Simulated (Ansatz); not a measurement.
Bi2Se3 (Bi2Te3 type, space group R-3m), energy against volume

Bi2Se3 (Bi2Te3 type, space group R-3m)

```cif
data_Bi2Se3
_chemical_formula_sum 'Bi2 Se3'
_space_group_name_H-M_alt 'P 1'
_space_group_IT_number 1
_cell_length_a 9.77908
_cell_length_b 9.77908
_cell_length_c 9.77908
_cell_angle_alpha 24.468
_cell_angle_beta 24.468
_cell_angle_gamma 24.468
loop_
_space_group_symop_operation_xyz
  'x, y, z'
loop_
_atom_site_label
_atom_site_type_symbol
_atom_site_fract_x
_atom_site_fract_y
_atom_site_fract_z
_atom_site_occupancy
Bi1 Bi 0.40088 0.40088 0.40088 1
Bi2 Bi 0.59912 0.59912 0.59912 1
Se1 Se 0.00000 0.00000 0.00000 1
Se2 Se 0.21052 0.21052 0.21052 1
Se3 Se 0.78948 0.78948 0.78948 1
```

E(V) scan at fixed shape, V₀ the volume above. The atoms relax within the cell's symmetry.

These are PBE-D3(BJ) (plane waves to 420 eV, PAW, scalar-relativistic; Ansatz, an electronic-structure program) values and carry that method's errors. k mesh 9×9×9 (Γ-centred), Fermi-Dirac smearing 0.05 eV. Energies are smeared free energies. Compression counts positive. With the shape held, the modulus is that of even scaling; a crystal free to change shape is softer. Bi2Se3 was relaxed with its symmetry unable to fall. Spin-orbit coupling is left out, though Bi is heavy. The PAW data are Ansatz's earlier set. The zero of ΔE is the relaxed starting cell.

```
V (Å³/atom)  ΔE (meV/atom)  P (GPa)
-----------  -------------  -------
23.695               139.7     12.1
24.598                82.0      8.5
25.500                42.3      5.7
26.403                17.3      3.3
27.306                 4.0      1.5
28.208                 0.0      0.0
29.111                 3.3     -1.2
30.014                12.3     -2.0
30.916                25.6     -2.7
31.819                42.2     -3.2
32.722                61.2     -3.5
```

Read from the data:

```
Property                                                                        Value
---------------------------------------------------------------------  --------------
Pressure at the smallest volume                                              12.1 GPa
Energy cost of the largest compression                                 139.7 meV/atom
Energy cost of the largest expansion                                    61.2 meV/atom
Bulk modulus at fixed cell shape B₀ (third-order Birch-Murnaghan fit)        39.8 GPa
Pressure derivative B₀′ (fit)                                                     6.6
Equilibrium volume of the fit                                           28.22 Å³/atom
Pressure for 5 % compression (fit)                                            2.4 GPa
```

The 11 points together took around 40 core-minutes (rough).

(Under strain, the slope of the energy per volume gives the stress and its curvature an elastic modulus.)
